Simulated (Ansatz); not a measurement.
Values for one crystal, relaxed and computed with DFT-PBEsol in the program Ansatz with PAW potentials; other levels are named.

- Volume per atom = 17.22 Å³
- Electronic character = metallic (no gap)
- Pressure derivative B′ = 4.3
- Formation energy from the elements (no fitted shifts) = -0.76 eV/atom
- Bulk modulus (Birch–Murnaghan fit) = 97.8 GPa
- Density of states at the Fermi level = 0.12 states/eV per atom (mean over ±0.08 eV)

Task: Pick the material that matches.
A) NbP, P-6m2 (Nb on 1a, P on 1f)
B) GaSb, zinc blende
C) HgSe, zinc blende
D) ZnCr2S4, spinel

Result: D, ZnCr2S4, spinel

Space group Fd-3m (spinel). The workflow started from an entry of the Crystallography Open Database (COD). Whether it is the stable phase at ambient conditions was not checked. Symmetry was held in the PBEsol relaxation; its stability against distortions is not shown here. Magnetic state: ferromagnetic, chosen from 2 collinear starts compared on coarse meshes (ties went to the first, and starts can fall back to one state), not a proven ground state. No Hubbard U is applied. The compound may be a true metal, but semilocal functionals without U, or a wrong spin order, can also close a gap. The references are the lowest solids computed at this level, not always the standard phases.

Potentials: the later of the program's two PAW sets.
